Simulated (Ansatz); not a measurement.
An Ansatz (an electronic-structure program) run. Input:

Ansatz 0.2 input:
```yaml
crystal:
  lattice:
    - [0.0, 2.5447021598, 2.5447021598]
    - [2.5447021598, 0.0, 2.5447021598]
    - [2.5447021598, 2.5447021598, 0.0]
  atoms:
    - { symbol: Zr, position: [0.0, 0.0, 0.0] }
    - { symbol: O, position: [0.25, 0.25, 0.25] }
    - { symbol: O, position: [0.75, 0.75, 0.75] }
kpoints:
  mp_grid: { grid: [8, 8, 8] }
  band_path:
    path:
      - [[0.0, 0.0, 0.0], [0.5, 0.0, 0.5], [0.625, 0.25, 0.625]]  # Γ-X-U
      - [[0.375, 0.375, 0.75], [0.0, 0.0, 0.0], [0.5, 0.5, 0.5], [0.5, 0.25, 0.75], [0.5, 0.0, 0.5]]  # K-Γ-L-W-X
      - [VBM, CBM]
    npoints: 12
hamiltonian:
  xc: r2scan
  pseudopotentials: { kind: paw }
magnetization: { noncollinear: true, spin_orbit: true }
scf:
  n_extra_bands: 12
  convergence: { dr2_threshold: 0.0000000001 }
  occupations: { method: gaussian, width: 0.01 }
checkpoint: { write: soc.run }
output: { eigenvalues: true }
```

Output (shortened):

```
Pseudopotentials: kind: paw_fr
Pseudopotential: Zr, paw_fr, valence charge 12
Pseudopotential: O, paw_fr, valence charge 6
Functional definition: r2SCAN
non-collinear run that drives no moment, with spin-orbit …
Crystal: 3 atoms, lattice volume = 32.956 Å³
Basis set: ecut = 500 eV, 869 PW (Γ), exchange–correlation on 108×108×108 points (64 copies of the dense FFT grid, shifted against one another)
Bands: 36, of which v1, the nominal top of the filled ones, is band 24 counted from 1 (23 counted from 0)
Symmetry: 48 space group operations + 48 with time reversal
k-points: 29 of 512
Projection manifold: j_resolved (fully-relativistic pseudo-atomic orbitals)
PAW frozen core: Zr, regenerated for the run's functional
PAW frozen core: O, regenerated for the run's functional
Initial density: superposition of atomic densities (chi_scale 0.1, normalization cell, long waves kept (reshape's long-wave potential 0.00 eV rms))
Initial wavefunctions: pseudopotential atomic-orbital guess
Eigensolver: davidson
Functional: x = r2scan, c = r2scan; τ floored in thin density (d = 2e-4 eV/Å³)
SCF iter   1: F=—  HF=-5332.872098 eV  |F-HF|=—  |Δ(HF+E_count)|=         —  Δρ=6.63e-2  dr2=1.53e0  dr2_τ=8.28e-2  dr2_m=0.00e0 (ungated)  ethr=3.10e-3  |M|=0.00e0 ∫|m|=0.00e0 μB  |m|>n=0.0e0 m-floor=0.0e0 τ_xc=0.0e0  β_m=0.30  ⟨swp⟩=6.0  Hψ=2456  notcnv=0  defer=16
all-band conjugate gradients solve this SCF's bands
preconditioner: auto → none
SCF iter   2: F=—  HF=-5332.824133 eV  |F-HF|=—  |Δ(HF+E_count)|=   4.80e-2  Δρ=3.95e-2  dr2=3.07e-1  dr2_τ=1.56e-2  dr2_m=0.00e0 (ungated)  ethr=3.10e-3  |M|=0.00e0 ∫|m|=0.00e0 μB  |m|>n=0.0e0 m-floor=0.0e0 τ_xc=0.0e0  β_m=0.38  ⟨swp⟩=2.0  Hψ=904  notcnv=0  defer=226
SCF iter   3: F=—  HF=-5332.945099 eV  |F-HF|=—  |Δ(HF+E_count)|=   1.21e-1  Δρ=2.03e-2  dr2=7.94e-2  dr2_τ=1.98e-3  dr2_m=0.00e0 (ungated)  ethr=1.28e-3  |M|=0.00e0 ∫|m|=0.00e0 μB  |m|>n=0.0e0 m-floor=0.0e0 τ_xc=0.0e0  β_m=0.50  ⟨swp⟩=2.0  Hψ=470  notcnv=0  defer=226
SCF iter   4: F=—  HF=-5332.977668 eV  |F-HF|=—  |Δ(HF+E_count)|=   3.26e-2  Δρ=2.97e-3  dr2=1.29e-3  dr2_τ=9.66e-5  dr2_m=0.00e0 (ungated)  ethr=3.31e-4  |M|=0.00e0 ∫|m|=0.00e0 μB  |m|>n=0.0e0 m-floor=0.0e0 τ_xc=0.0e0  β_m=0.59  ⟨swp⟩=2.1  Hψ=700  notcnv=0  defer=226
SCF iter   5: F=—  HF=-5332.977811 eV  |F-HF|=—  |Δ(HF+E_count)|=   1.43e-4  Δρ=4.38e-4  dr2=3.70e-5  dr2_τ=1.70e-6  dr2_m=0.00e0 (ungated)  ethr=5.39e-6  |M|=0.00e0 ∫|m|=0.00e0 μB  |m|>n=0.0e0 m-floor=0.0e0 τ_xc=0.0e0  β_m=0.75  ⟨swp⟩=2.3  Hψ=814  notcnv=0  defer=226
SCF iter   6: F=—  HF=-5332.977816 eV  |F-HF|=—  |Δ(HF+E_count)|=   5.23e-6  Δρ=7.15e-5  dr2=1.07e-6  dr2_τ=6.47e-8  dr2_m=0.00e0 (ungated)  ethr=1.54e-7  |M|=0.00e0 ∫|m|=0.00e0 μB  |m|>n=0.0e0 m-floor=0.0e0 τ_xc=0.0e0  β_m=0.83  ⟨swp⟩=2.0  Hψ=649  notcnv=0  defer=226
SCF iter   7: F=—  HF=-5332.977816 eV  |F-HF|=—  |Δ(HF+E_count)|=   1.51e-7  Δρ=1.10e-5  dr2=1.86e-8  dr2_τ=1.15e-9  dr2_m=0.00e0 (ungated)  ethr=4.44e-9  |M|=0.00e0 ∫|m|=0.00e0 μB  |m|>n=0.0e0 m-floor=0.0e0 τ_xc=0.0e0  β_m=0.86  ⟨swp⟩=2.8  Hψ=877  notcnv=0  defer=226
SCF iter   8: F=-5332.977816 eV  HF=-5332.977816 eV  |F-HF|=1.36e-11  |Δ(HF+E_count)|=   4.70e-9  Δρ=7.72e-7  dr2=6.00e-11  dr2_τ=4.41e-12  dr2_m=0.00e0 (ungated)  ethr=1.00e-12  |M|=0.00e0 ∫|m|=0.00e0 μB  |m|>n=0.0e0 m-floor=0.0e0 τ_xc=0.0e0  ⟨swp⟩=8.5  Hψ=2530  notcnv=0
SCF 1 converged in 8 iterations: F = -5332.977816 eV  dr2 = 6.00e-11
NSCF: frozen V_eff on 16 k-points
NSCF: frozen V_eff on 16 k-points
NSCF: frozen V_eff on 11 k-points
NSCF: frozen V_eff on 6 k-points
NSCF: frozen V_eff on 5 k-points
NSCF: frozen V_eff on 5 k-points
NSCF: frozen V_eff on 5 k-points
NSCF: frozen V_eff on 3 k-points
NSCF: frozen V_eff on 87 k-points
SCF converged after 8 iterations
Magnetization: |M| = 0.0000 μB,  M = (+0.0000, +0.0000, +0.0000) μB
Absolute magnetization: 0.0000 μB (∫|m|)
  site 0: m = (+0.0000, +0.0000, +0.0000) μB, |m| = 0.0000 μB  (R = 0.91 Å)
  site 1: m = (+0.0000, +0.0000, +0.0000) μB, |m| = 0.0000 μB  (R = 0.91 Å)
  site 2: m = (+0.0000, +0.0000, +0.0000) μB, |m| = 0.0000 μB  (R = 0.91 Å)
Free energy (F): -5332.977816 eV
Harris-Foulkes:  -5332.977816 eV  (|F-HF|=1.36e-11)
Internal energy: -5332.977816 eV  (E = F + TS)
E sigma→0 (E₀):  -5332.977816 eV
Fermi energy:    13.788046 eV
--- Per-component energies (eV) ---
  E_band       = -80.482836
  E_kinetic    = 689.319063
  E_local      = -1139.474143  (includes V_loc(G=0)·N_el)
  E_nonlocal   = 169.320962
  E_hartree    = 376.873681
  E_xc         = -305.691381
  E_vxc        = -426.383126  (∫ρ·V_xc dr)
  E_paw        = -3284.384852  (= ΣΔE_a)
  E_vpaw       = -152.809131  (= ΣTr[D̂ρ^β])
  E_aug_tail   = 0.001929  (compensation charges beyond the density's cutoff)
  E_vtau       = 25.794060  (kinetic-family band-sum trace: ∫τ·v_τ [+ j·A + Jᵃ·Aᵃ] dr)
  E_ewald      = -1838.714017
  E_core_change = -0.229058  (= ΣΔE_core)
  E_smearing   =  0.000000  (= −TS)
  E_closure    =  0.000000  (closes the sum)
  Σ components = -5332.977816   (vs F -5332.977816, Δ=0.00e0)
  [band-id]    e_kinetic+e_local+e_nonlocal+2·e_hartree+e_vxc+e_vpaw+e_augmentation_tail+e_vtau = -80.483026   (vs E_band -80.482836, Δ=-1.89e-4)
--- Band table (eV; the first three rows and the last of 29) ---
  k-point 0: bands = ["-37.7215", "-37.7215", "-16.0340", "-16.0340", "-14.2579", "-14.2579", "-14.2579", "-14.2579", "-7.3526", "-7.3526", "-4.8236", "-4.8236", "6.5244", "6.5244", "6.5280", "6.5280", "6.5280", "6.5280", "11.2473", "11.2473", "11.3182", "11.3182", "11.3182", "11.3182", "15.7322", "15.7322", "15.7322", "15.7322", "19.0334", "19.0334", "21.7848", "21.7848", "21.7848", "21.7848", "21.8834", "21.8834"]
  k-point 1: bands = ["-37.7143", "-37.7143", "-16.0732", "-16.0732", "-14.3497", "-14.3497", "-14.2692", "-14.2692", "-7.1274", "-7.1274", "-4.9758", "-4.9758", "6.6786", "6.6786", "6.6821", "6.6821", "6.9483", "6.9483", "10.9201", "10.9201", "11.0163", "11.0163", "11.0530", "11.0530", "15.9962", "15.9962", "16.0077", "16.0077", "19.4870", "19.4870", "21.2892", "21.2892", "21.5484", "21.5484", "21.6240", "21.6240"]
  k-point 2: bands = ["-37.6970", "-37.6970", "-16.1738", "-16.1738", "-14.5433", "-14.5433", "-14.2963", "-14.2963", "-6.6522", "-6.6522", "-5.2434", "-5.2434", "7.0575", "7.0575", "7.0609", "7.0609", "7.9441", "7.9441", "10.1970", "10.1970", "10.5189", "10.5189", "10.5728", "10.5728", "16.3776", "16.3776", "16.4157", "16.4157", "19.1920", "19.1920", "21.1026", "21.1026", "21.1889", "21.1889", "21.5703", "21.5703"]
  k-point 28: bands = ["-37.6561", "-37.6561", "-16.3693", "-16.3693", "-14.8088", "-14.8088", "-14.5604", "-14.5604", "-5.6440", "-5.6440", "-5.5383", "-5.5383", "7.0500", "7.0500", "7.1349", "7.1349", "9.3968", "9.3968", "9.4492", "9.4492", "10.4667", "10.4667", "11.6314", "11.6314", "16.7579", "16.7579", "16.9457", "16.9457", "18.6541", "18.6541", "18.7122", "18.7122", "19.8149", "19.8149", "24.6926", "24.6926"]
  band table: 36 of 36 bands, residual norms ≤ 1.0e-3 eV
```

Cost: around 40 core-seconds (rough) on shared cores.

Space group Fm-3m (fluorite). This is a known high-temperature phase of the composition, computed here at zero pressure and temperature. The cell was relaxed with r²SCAN under the symmetry of its start; its stability against distortions is not shown here. The run is not spin-polarised.

Potentials: the later of the program's two PAW sets.

Ansatz is a plane-wave DFT program.
